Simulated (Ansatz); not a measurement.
## AlRu (Pm-3m): from strained cells to moduli

```
CELL_PARAMETERS angstrom
2.98321 0.00000 0.00000
0.00000 2.98321 0.00000
0.00000 0.00000 2.98321
ATOMIC_POSITIONS crystal
Al 0.00000 0.00000 0.00000
Ru 0.50000 0.50000 0.50000
```

The conventional cell has a = 2.983 Å, b = 2.983 Å, c = 2.983 Å, α = 90.00°, β = 90.00°, γ = 90.00°. Al (atom 1) is surrounded by 8 Ru at 2.58 Å. Ru (atom 2) has 8 Al at 2.58 Å as nearest neighbours.

Unless marked otherwise, the numbers come from r²SCAN, PAW on Ansatz 0.2.0's default frozen-core files (fitted under PBE), scalar-relativistic. k mesh 16×16×16, Fermi-Dirac smearing of 0.100 eV, cutoff 500 eV. The cell was relaxed by PAW under this functional.

The cell is cubic and carries a residual pressure of -0.01 GPa at this level. Each strain component that symmetry leaves independent is applied at ±0.008, the ions relax wherever a strain frees them, and the stress (tension positive, GPa) is read. Shears are engineering strains, γ = 2ε.

| strain | size | σxx | σyy | σzz | σyz | σxz | σxy |
| --- | --- | --- | --- | --- | --- | --- | --- |
| xx | -0.008 | -2.8458 | -1.2719 | -1.2719 | 0.0000 | 0.0000 | 0.0000 |
| xx | +0.008 | 2.7062 | 1.2358 | 1.2358 | 0.0000 | 0.0000 | 0.0000 |
| yz | -0.008 | -0.0039 | -0.0030 | -0.0030 | -1.0830 | 0.0000 | 0.0000 |
| yz | +0.008 | -0.0039 | -0.0030 | -0.0030 | 1.0829 | 0.0000 | 0.0000 |

A central difference gives one constant, for example C11 ≈ (2.7062 − (-2.8458))/(0.016) = 347.0 GPa; the program then imposes the crystal's symmetry on the whole matrix.

**Question.** What are the independent elastic constants?

**Answer.** C11 = 347.0, C12 = 156.7, C44 = 135.4 GPa.

**Question.** Do they meet the Born conditions?

**Answer.** C11 − C12 = 190.3, C11 + 2C12 = 660.5 and C44 = 135.4 GPa must all be positive, so the crystal is elastically stable; that says nothing yet of its phonons.

**Question.** What moduli does a random aggregate of grains have?

**Answer.** B = (C11 + 2C12)/3 = 220.2 GPa. G_V = (C11 − C12 + 3C44)/5 = 119.3 and G_R = 5(C11 − C12)C44/(4C44 + 3(C11 − C12)) = 115.8, so G_H = 117.5 GPa. Then E = 9BG/(3B + G) = 299.3 GPa, ν = (3B − 2G)/(6B + 2G) = 0.273 and B/G = 1.87, on the ductile side of Pugh's 1.75 (a rule of thumb).

**Question.** With the density of 8.009 g/cm³, how fast does sound travel, and what Debye temperature follows?

**Answer.** 

| direction | slow (m/s) | middle (m/s) | fast (m/s) |
| --- | --- | --- | --- |
| [100] | 4111 | 4111 | 6582 |
| [110] | 3446 | 4111 | 6953 |
| [111] | 3681 | 3681 | 7073 |

The mean of v⁻³ over directions and branches gives v_m = 4255 m/s and θ_D = (ħ/k_B) v_m (6π²n)^(1/3) = 535 K, n being atoms per volume. Young's modulus spans 249 to 337 GPa over directions, and the universal anisotropy index is 0.15.

**Question.** What happens at 2 GPa (cell relaxed there)?

**Answer.** The volume falls to 0.9911 of its value, and C11 = 358.9, C12 = 163.8, C44 = 139.3 GPa (slopes of the stress), in this structure whether or not another phase takes over.

Caveats: frozen-core PAW files fitted under PBE, their cores solved anew for the functional of the run; responses of metals move with mesh and smearing.
